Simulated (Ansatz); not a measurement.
Si$_{2}$W (MoSi2 or CaC2 type, space group No. 139) at seven volumes, the program Ansatz at the PBEsol level (PAW), shape and atoms relaxed at each. One row is withheld.

```
V (Å³/atom)  P (GPa)
-----------  -------
12.158         26.76
12.559         16.38
12.960          7.53
13.360         -0.01
13.761             ?
14.162        -11.88
14.563        -16.50
```

Fit the shown pressures and predict the withheld one.

P = (3/2)B₀(x^(7/2) − x^(5/2))[1 + (3/4)(B′ − 4)(x − 1)] with x = (V₀/V)^(2/3). Least squares on the six rows gives V₀ = 13.361 Å³/atom, B₀ = 231 GPa, B′ = 4.35. At V = 13.761, x = 0.9805 and P = -6.39 GPa. The run itself gave -6.43 GPa.

Space group I4/mmm (MoSi2 or CaC2 type). Symmetry was held in the PBEsol relaxation. No spin polarisation was allowed. Spin–orbit coupling is left out wherever it is not named.

Potentials: the later of the program's two PAW sets.
